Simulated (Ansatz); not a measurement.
A geometry of NbRu away from equilibrium: the start of the relaxation of a relaxed NbRu cell displaced along its unstable phonon at q = Γ (124i cm⁻¹), largest move 0.15 Å. Calculation: PBE (plane waves to 420 eV, PAW, scalar-relativistic; Ansatz, a quantum-chemistry and plane-wave program). Γ-centred k-mesh 11×11×4 on the run's cell (coarser than for final values), Fermi–Dirac smearing 0.05 eV.

```xyz
4
Lattice="2.9767 0.0000 0.0000 0.0000 2.9767 0.0000 0.0000 0.0000 8.1677" Properties=species:S:1:pos:R:3 pbc="T T T"
Ru     0.0000     1.4473     0.0000
Ru     1.4883     0.1500     4.0838
Nb     0.0000    -0.0593     2.0419
Nb     0.0000    -0.0593     6.1258
```

Task: What forces act on the atoms (eV/Å)?

Result: 
```tsv
atom	Fx	Fy	Fz
Ru1	0.00	-0.24	0.00
Ru2	0.00	0.81	0.00
Nb3	0.00	-0.28	0.15
Nb4	0.00	-0.28	-0.15
```

Task: What is the pressure?

Result: -0.5 GPa, compression positive.

Task: How far above the relaxed end point is this geometry?

Result: 0.45 eV/atom; the path ends in Pmmm (No. 47).

No spin polarisation in the result.

The run could not lose the symmetry of its start, so the end can be a saddle point.

The end of the path is a generated cell of NbRu: the first start was made by placing the elements on the sites of a structure type, and the end was not matched to a known phase here, so it may be hypothetical.
